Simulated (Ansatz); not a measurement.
**What DFT gives for LaMgH**

```yaml
crystal:
  lattice:
    - [6.90591, 0.00000, 0.00000]
    - [-3.45295, 5.98069, 0.00000]
    - [0.00000, 0.00000, 4.22363]
  atoms:
    - { symbol: La, position: [0.42374, 0.00000, 0.00000] }
    - { symbol: La, position: [0.57626, 0.57626, 0.00000] }
    - { symbol: La, position: [0.00000, 0.42374, 0.00000] }
    - { symbol: Mg, position: [0.75520, 0.00000, 0.50000] }
    - { symbol: Mg, position: [0.24480, 0.24480, 0.50000] }
    - { symbol: Mg, position: [0.00000, 0.75520, 0.50000] }
    - { symbol: H, position: [0.00000, 0.00000, 0.00000] }
    - { symbol: H, position: [0.66670, 0.33330, 0.50000] }
    - { symbol: H, position: [0.33330, 0.66670, 0.50000] }
```

Method: PBE, no spin polarisation; PAW, plane waves to 420 eV, 6×6×8 Γ-centred mesh, fermi-dirac occupations (width 0.1 eV) (Ansatz 0.2.0), atoms fixed.

Question: Is the cell too large or too small?

Answer: The pressure is 3.7 GPa (compression positive), so with the atoms held at these fractions the cell would first expand; the forces are large, so a full relaxation may end otherwise. The principal stresses 0.4, 5.4, 5.4 GPa differ, so its shape would change too.

Question: Is it stable against the elements?

Answer: 0.22 eV an atom against the elements' usual phases (free molecules for gases, crystals otherwise, with no correction for O₂ or N₂), so at this geometry it isn't bound against them. Relaxing would lower it.

Question: Metal or insulator?

Answer: It is a metal, with about 6.7 states/eV a cell as the mean within 0.25 eV of the Fermi level, mostly La d (64 %).

Question: Which element gives electrons and which takes them?

Answer: Bader charges in e: La +0.31, Mg +0.37, H -0.68. In the mean Mg gives up most and H takes most.

Question: Which atom feels the largest force, and which way?

Answer: The largest is on La1 (and as large on other atoms): 1.04 eV/Å, components (-1.04, 0.00, 0.00). It makes 0° with the line to a nearest neighbour, H7 at 2.93 Å, pointing towards it.

Question: What do density and ELF say about some of the short contacts?

Answer: Mg–H at 2.66 Å: least valence density 0.11 e/Å³ and ELF 0.43 there. La–H at 2.93 Å: least valence density 0.10 e/Å³ and ELF 0.10 there. Mg–Mg at 2.93 Å: least valence density 0.12 e/Å³ and ELF 0.58 there. Both are smooth PAW fields, read partly inside the augmentation spheres.

Origin: a known structure type with other elements, at an estimated volume, so it need not be a known compound. Caveats: f levels without a U or exact exchange are poorly placed.
